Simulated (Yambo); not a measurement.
```xyz
12
Lattice="2.1105 -5.4373 0.0000 2.1105 5.4373 0.0000 0.0000 0.0000 5.9398" Properties=species:S:1:pos:R:3 pbc="T T T"
H      2.1105    -0.1130     5.8115
H      2.1105     0.1130     2.8416
H      3.4063     1.1734     4.1611
H      0.8147    -1.1734     1.1912
H      0.8147     1.1734     4.1611
H      3.4063    -1.1734     1.1912
O      2.1105     3.7125     1.4527
O      2.1105    -3.7125     4.4226
O      2.1105    -0.3632     0.8104
O      2.1105     0.3632     3.7803
Rb     2.1105     3.7661     4.3680
Rb     2.1105    -3.7661     1.3981
```

RbO$_{2}$H$_{3}$ (space group Cmc2_1, No. 36): mean Im ε in 1 eV windows above the direct gap of 7.14 eV, for different electron-hole kernels (Yambo, broadening 0.15 eV, PBEsol (pw.x of Quantum ESPRESSO, ONCV potentials, no spin-orbit coupling) bands; 4×4×4 mesh, 11 valence and 12 conduction bands, static screening with 74 bands and a 3 Ry block, scissor 2.68 eV, Tamm-Dancoff; field along x).

```json
[
 {"window (eV)": "7.1 to 8.1", "independent quasiparticles": "0.3", "RPA (no attraction)": "0.3", "BSE": "0.8"},
 {"window (eV)": "8.1 to 9.1", "independent quasiparticles": "0.7", "RPA (no attraction)": "0.5", "BSE": "1.7"},
 {"window (eV)": "9.1 to 10.1", "independent quasiparticles": "1.2", "RPA (no attraction)": "1.0", "BSE": "1.1"},
 {"window (eV)": "10.1 to 11.1", "independent quasiparticles": "1.7", "RPA (no attraction)": "1.8", "BSE": "1.2"},
 {"window (eV)": "11.1 to 12.1", "independent quasiparticles": "1.2", "RPA (no attraction)": "1.3", "BSE": "1.0"}
]
```

This run doesn't resolve bound excitons or single peaks, so only averages are given, and they too depend on the mesh; weight that the attraction moves below the gap isn't listed. All transitions below 13.59 eV are in the band window. The scissor comes from a G0W0 run whose convergence isn't established.

Geometry of the Materials Project entry, not relaxed at this level.

The structure is a Materials Project entry; no match was found in the copy of COD used, and its stability was not checked.
